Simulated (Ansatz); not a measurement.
System: InSb (zinc blende type), 2 atoms in the cell.

```
CELL_PARAMETERS angstrom
0.00000 3.32000 3.32000
3.32000 0.00000 3.32000
3.32000 3.32000 0.00000
ATOMIC_POSITIONS crystal
In 0.00000 0.00000 0.00000
Sb 0.25000 0.25000 0.25000
```

Code and potentials: Ansatz all-electron PAW datasets made for this crystal, 240 eV. Settings: k-mesh 6×6×6 Γ-centred; Fermi–Dirac smearing of 0.02 eV; no spin polarisation; no spin–orbit coupling. For HSE06: exchange singularity: regularized.

Plain PBE gives:

* Pressure: -0.02 GPa

Task: What changes under HSE06 (270 eV)?

Result: The pressure decreases by 1.57 GPa to -1.59 GPa.

Task: What changes under r²SCAN?

Result: The pressure drops by 1.425 GPa to -1.443 GPa.

The stress includes the program's correction for the finite plane-wave basis.

The k-mesh is modest, so these values aren't fully converged in k.
